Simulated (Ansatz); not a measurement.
Equation of state of vanadium, simple cubic

All numbers below come from DFT, LDA (PW92), plane waves (420 eV) with PAW, scalar-relativistic (Ansatz 0.2.0). (PAW data from PBE, frozen cores regenerated.)

The cell is scaled uniformly from the relaxed one, with fractional coordinates and shape fixed. Energies are extrapolated to zero smearing, pressures are those at the given smearing. Magnetic state: spin not included.

```json
{"V (Å³/atom)": "11.875", "E − E₀ (meV/atom)": "123.5", "P (GPa)": "27.02"}
{"V (Å³/atom)": "12.415", "E − E₀ (meV/atom)": "52.5", "P (GPa)": "16.53"}
{"V (Å³/atom)": "12.955", "E − E₀ (meV/atom)": "13.2", "P (GPa)": "7.90"}
{"V (Å³/atom)": "13.495", "E − E₀ (meV/atom)": "0.1", "P (GPa)": "0.77"}
{"V (Å³/atom)": "14.035", "E − E₀ (meV/atom)": "8.6", "P (GPa)": "-5.14"}
{"V (Å³/atom)": "14.574", "E − E₀ (meV/atom)": "35.1", "P (GPa)": "-10.05"}
{"V (Å³/atom)": "15.114", "E − E₀ (meV/atom)": "76.5", "P (GPa)": "-14.12"}
```

Problem. Fit a third-order Birch-Murnaghan equation.

Solution. V₀ = 13.54 Å³/atom, B₀ = 159 GPa, B₀′ = 3.7.
